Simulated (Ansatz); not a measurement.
EuSi3Ni: Eu vacancy

Computed with the plane-wave PAW code Ansatz (scalar-relativistic, PAW set soft_2): PBEsol, collinear spin, 420 eV cutoff, k-mesh 4×4×2 shifted by half a step.

The relaxed host crystal (no gap at this level of theory):

```
Eu Ni Si
1.0
    -2.04585    2.04585    4.72833
     2.04585   -2.04585    4.72833
     2.04585    2.04585   -4.72833
Eu Ni Si
1 1 3
Direct
  0.98439 0.98439 0.00000
  0.63623 0.63623 0.00000
  0.74053 0.24053 0.50000
  0.24053 0.74053 0.50000
  0.39832 0.39832 0.00000
```

Supercell of 20 atoms, rows of the matrix [[-1,1,0],[1,1,2],[1,1,0]] times the cell vectors; Eu vacancy at (0.984, 0.984, 0.000) in fractions of the cell above. Atoms are relaxed at the host's cell. The cell loses 1 of its 4 Eu, so this is a heavily defective crystal.

Nearest atoms to the empty Eu site: in the perfect crystal Si 3.01 Å, Si 3.01 Å, Si 3.08 Å, Si 3.08 Å, Si 3.08 Å, Si 3.08 Å, Si 3.17 Å, Si 3.17 Å; relaxed Si 2.99 Å, Si 2.99 Å, Si 3.04 Å, Si 3.04 Å, Si 3.04 Å, Si 3.04 Å, Si 3.09 Å, Si 3.09 Å.

| charge | moment of the cell (μB) | gap of the cell on the mesh (eV) |
| --- | --- | --- |
| 0 | 20.35 | 0.00 |

At charge 0 the unpaired electrons sit on atoms with moments (μB): 3 Eu of 6.57.

Formation energy of the neutral defect: 3.93 eV, taking atoms from and to the elements' standard states (no corrections for gases), so it belongs to those chemical potentials alone.

Caveats: 4f shell without a U, which puts 4f levels too near the Fermi level; open f or d shells may hold a state above the lowest; small supercell, so energies and levels can be off by tenths of an eV; the atoms kept the symmetry of the start, so a distorted state could lie lower.
